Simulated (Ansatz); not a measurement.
Here is the system:

Sb$_{2}$S$_{3}$:
```yaml
crystal:
  lattice:
    - [11.16145, 0.00000, 0.00000]
    - [0.00000, 3.84509, 0.00000]
    - [0.00000, 0.00000, 10.94246]
  atoms:
    - { symbol: Sb, position: [0.47894, 0.25000, 0.32626] }
    - { symbol: Sb, position: [0.02106, 0.75000, 0.82626] }
    - { symbol: Sb, position: [0.97894, 0.25000, 0.17374] }
    - { symbol: Sb, position: [0.52106, 0.75000, 0.67374] }
    - { symbol: Sb, position: [0.34555, 0.75000, 0.03435] }
    - { symbol: Sb, position: [0.15445, 0.25000, 0.53435] }
    - { symbol: Sb, position: [0.84555, 0.75000, 0.46565] }
    - { symbol: Sb, position: [0.65445, 0.25000, 0.96565] }
    - { symbol: S, position: [0.28881, 0.25000, 0.19367] }
    - { symbol: S, position: [0.21119, 0.75000, 0.69367] }
    - { symbol: S, position: [0.78881, 0.25000, 0.30633] }
    - { symbol: S, position: [0.71119, 0.75000, 0.80633] }
    - { symbol: S, position: [0.55066, 0.75000, 0.12664] }
    - { symbol: S, position: [0.94934, 0.25000, 0.62664] }
    - { symbol: S, position: [0.05066, 0.75000, 0.37336] }
    - { symbol: S, position: [0.44934, 0.25000, 0.87336] }
    - { symbol: S, position: [0.37547, 0.75000, 0.44139] }
    - { symbol: S, position: [0.12453, 0.25000, 0.94139] }
    - { symbol: S, position: [0.87547, 0.75000, 0.05861] }
    - { symbol: S, position: [0.62453, 0.25000, 0.55861] }
```

This is the PBE+D3(BJ)-relaxed structure.

**Question.** All from plane-wave PAW PBE+D3(BJ) (Ansatz code), unless another level is named. Estimate the band gap.

**Answer.** 1.21 eV (smallest direct gap 1.21 eV).

**Question.** Give the hole effective mass.

**Answer.** 0.37, 0.72, 6.1 mₑ (principal values).

**Question.** Give the HSE06 gap on the PBE+D3(BJ) cell.

**Answer.** 1.66 eV.

**Question.** Next, the formation energy from the elements (no fitted shifts)?

**Answer.** -0.32 eV/atom.

**Question.** What about the conduction-band minimum?

**Answer.** at Γ.

Space group Pnma. The cell was relaxed with PBE+D3(BJ) under the symmetry of its start. The references are the lowest solids computed at this level, not always the standard phases. Spin–orbit coupling is left out wherever it is not named.

Potentials: the later of the program's two PAW sets.
